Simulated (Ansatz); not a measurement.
A relaxed cell of Ti (Im-3m (No. 229)), relaxed on a k-mesh at least as fine as the one used below. Method: r2SCAN (plane waves to 500 eV, PAW, scalar-relativistic; Ansatz, a quantum-chemistry and plane-wave program). Γ-centred k-mesh 14×7×14 on the run's cell (coarser than for final values), Fermi–Dirac smearing 0.05 eV.

```
Ti
1.0
   -1.62647     1.62647     1.62647
    3.25294    -3.25294     3.25294
    1.62647     1.62647    -1.62647
Ti
2
Direct
  0.00000   0.00000   0.00000
  0.00000   0.50000   0.00000
```

The atoms are displaced by (Å):

| atom | ux | uy | uz |
|---|---|---|---|
| Ti1 | -0.128 | -0.030 | 0.041 |
| Ti2 | 0.127 | 0.067 | -0.029 |

Task: What forces (eV/Å) and pressure result?

Result: 
```
atom     Fx     Fy     Fz
----  -----  -----  -----
Ti1   -0.07   0.18   0.44
Ti2    0.07  -0.18  -0.44
```

Pressure +0.4 GPa.

The undisplaced cell is probably no minimum: from this displacement the run went on to P6₃/mmc (No. 194), 0.14 eV/atom below it.

No spin polarisation in the result.
